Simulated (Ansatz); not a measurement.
Input file for Ansatz (an electronic-structure program):

Ansatz 0.2 input:
```yaml
crystal:
  lattice:
    - [0.0, 3.3504376522, 3.3504376522]
    - [3.3504376522, 0.0, 3.3504376522]
    - [3.3504376522, 3.3504376522, 0.0]
  atoms:
    - { symbol: Li, position: [0.75, 0.75, 0.75] }
    - { symbol: Li, position: [0.25, 0.25, 0.25] }
    - { symbol: Li, position: [0.5, 0.5, 0.5] }
    - { symbol: Bi, position: [0.0, 0.0, 0.0] }
kpoints:
  mp_grid: { grid: [7, 7, 7] }
hamiltonian:
  xc: r2scan
  pseudopotentials: { kind: paw }
scf:
  occupations: { method: fixed }
checkpoint: { read: static.run }
output: { write_density: true, elf: true, volumetric_format: npy }
basis: { fft_grid_basis: typed }
```

Output (shortened):

```
Pseudopotential: Li, paw, valence charge 3
Pseudopotential: Bi, paw, valence charge 15
Functional definition: r2SCAN
Crystal: 4 atoms, lattice volume = 75.220 Å³
Basis set: ecut = 500 eV, 1917 PW (Γ), exchange–correlation on 144×144×144 points (64 copies of the dense FFT grid, shifted against one another)
Bands: 16, of which v1, the nominal top of the filled ones, is band 12 counted from 1 (11 counted from 0)
Symmetry: 48 space group operations
Space group: Fm-3m (ITA 225), of the structure as read, at distance tolerance 4.2e-5 Å
k-points: 20 of 343
Stability of the state it starts from, as read at its close in the unpolarized treatment …
iter 1 solved again at ethr=3.52e-9 eV; its pass at ethr=3.10e-3 eV (dr2=8.45e-7 eV) is discarded
SCF iter   1: F=—  HF=-13028.955115 eV  |F-HF|=—  |Δ(HF+E_count)|=         —  Δρ=1.13e-7  dr2=2.20e-11  dr2_τ=1.71e-13  ethr=3.52e-9  ⟨swp⟩=4.0  Hψ=2461  notcnv=0  defer=35
preconditioner: auto → none
SCF iter   2: F=-13028.955115 eV  HF=-13028.955115 eV  |F-HF|=5.46e-12  |Δ(HF+E_count)|=   1.85e-9  Δρ=3.60e-8  dr2=1.06e-12  dr2_τ=9.63e-14  ethr=1.00e-12  ⟨swp⟩=9.0  Hψ=1526  notcnv=0
SCF 1 converged in 2 iterations: F = -13028.955115 eV  dr2 = 1.06e-12
SCF converged after 2 iterations
Free energy (F): -13028.955115 eV
Harris-Foulkes:  -13028.955115 eV  (|F-HF|=5.46e-12)
Internal energy: -13028.955115 eV  (E = F + TS)
E sigma→0 (E₀):  -13028.955115 eV
Fermi energy:    5.935694 eV
--- Per-component energies (eV) ---
  E_band       = -404.762772
  E_kinetic    = 369.324708
  E_local      = -2052.997925  (includes V_loc(G=0)·N_el)
  E_nonlocal   = 458.742494
  E_hartree    = 676.243785
  E_xc         = -171.464747
  E_vxc        = -200.412226  (∫ρ·V_xc dr)
  E_paw        = -10755.692715  (= ΣΔE_a)
  E_vpaw       = -345.454562  (= ΣTr[D̂ρ^β])
  E_aug_tail   = -0.000549  (compensation charges beyond the density's cutoff)
  E_vtau       = 13.547677  (kinetic-family band-sum trace: ∫τ·v_τ [+ j·A + Jᵃ·Aᵃ] dr)
  E_ewald      = -1553.985713
  E_core_change = 0.875547  (= ΣΔE_core)
  E_smearing   =  0.000000  (= −TS)
  E_closure    =  0.000000  (closes the sum)
  Σ components = -13028.955115   (vs F -13028.955115, Δ=0.00e0)
  [band-id]    e_kinetic+e_local+e_nonlocal+2·e_hartree+e_vxc+e_vpaw+e_augmentation_tail+e_vtau = -404.762813   (vs E_band -404.762772, Δ=-4.11e-5)
--- Band table (eV; the first three rows and the last of 20) ---
  k-point 0: bands = ["-42.8463", "-41.9505", "-41.9437", "-16.5025", "-16.5025", "-16.5025", "-16.4787", "-16.4787", "-5.1551", "5.9357", "5.9357", "5.9357", "7.5019", "9.3243", "9.3243", "9.3243"]
  k-point 1: bands = ["-42.8463", "-41.9502", "-41.9441", "-16.5016", "-16.5015", "-16.5015", "-16.4786", "-16.4786", "-5.0677", "4.5711", "5.7585", "5.7585", "8.0681", "9.5968", "9.5968", "10.2812"]
  k-point 2: bands = ["-42.8462", "-41.9493", "-41.9450", "-16.4995", "-16.4995", "-16.4995", "-16.4783", "-16.4783", "-4.8518", "2.9920", "5.4600", "5.4600", "8.1238", "9.1058", "9.1058", "11.5022"]
  k-point 19: bands = ["-42.8460", "-41.9473", "-41.9470", "-16.4983", "-16.4959", "-16.4922", "-16.4803", "-16.4765", "-4.4379", "2.8500", "2.8911", "3.7981", "8.3698", "9.9819", "11.2118", "11.8571"]
```

Cost: around 1.9 core-seconds (rough) on shared cores.

The workflow started from a Materials Project entry (that database holds measured and hypothetical structures alike); the Crystallography Open Database copy checked does not list it. With Li and Bi taken as one species the cell has the higher symmetry Im-3m, so it may be an ordered model of a mixed-site phase. Whether it is the stable phase at ambient conditions was not checked. The r²SCAN relaxation kept the symmetry of its start; its stability against distortions is not shown here. Scalar-relativistic: spin–orbit coupling is off unless named, which matters more the heavier the elements.

Potentials: the later of the program's two PAW sets.

Ansatz is a plane-wave DFT program.
